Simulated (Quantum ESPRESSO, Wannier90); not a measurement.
Wannier functions of SrGa2 (P6/mmm)

```yaml
crystal:
  lattice:
    - [4.30786, 0.00000, 0.00000]
    - [-2.15393, 3.73072, 0.00000]
    - [0.00000, 0.00000, 4.80054]
  atoms:
    - { symbol: Sr, position: [0.00000, 0.00000, 0.00000] }
    - { symbol: Ga, position: [0.33333, 0.66667, 0.50000] }
    - { symbol: Ga, position: [0.66667, 0.33333, 0.50000] }
```

Cell from Materials Project (mp-182), symmetrised, no further relaxation. Not found in the COD (Crystallography Open Database) copy used; not checked further. Computed values, not measurements, from LDA: Quantum ESPRESSO (norm-conserving PseudoDojo potentials, cutoff 64 Ry, no spin polarisation, no spin-orbit coupling) on a Γ-centred 6×6×6 mesh, then Wannier90. Density: 12×12×10 mesh, cold smearing 0.01 Ry.

Base run: 17 functions from bands 15-41 of the 41 computed, start hydrogen-like Sr: s;p;d; Ga: s;p, centres 0.05 Å off the atoms, frozen window up to 1.50 eV relative to the Fermi level, outer window open. One thing is changed at a time; window edges are relative to the Fermi level. The misfit compares interpolated bands with pw.x on a high-symmetry path, for states up to 1.0 eV relative to the Fermi level. Converged means that the tolerances were met: symmetric starts can stop on a saddle, which shows as a larger Ω_OD at equal Ω_I and can move the misfit too.

| setting | functions | frozen to (eV) | Ω_I (Å²) | Ω_D (Å²) | Ω_OD (Å²) | rms misfit (meV) | worst (meV) | ended |
|---|---|---|---|---|---|---|---|---|
| base | 17 | 1.50 | 27.47 | 0.01 | 6.56 | 7.6 | 60 | converged |
| frozen window to 2.50 eV | 17 | 2.50 | 27.86 | 0.01 | 6.62 | 4.7 | 28 | converged |
| frozen window to 3.50 eV | 17 | 3.50 | 28.41 | 0.01 | 6.85 | 3.9 | 19 | converged |
| no frozen window | 17 | none | 26.82 | 0.01 | 6.68 | 201 | 849 | converged |
| outer window to 15.37 eV | 17 | 1.50 | 33.29 | 0.03 | 8.66 | 7.2 | 42 | converged |
| outer window to 12.37 eV | 17 | 1.50 | – | – | – | – | – | stops: too few bands in the window |

Runs of this sweep that didn't settle are not listed.
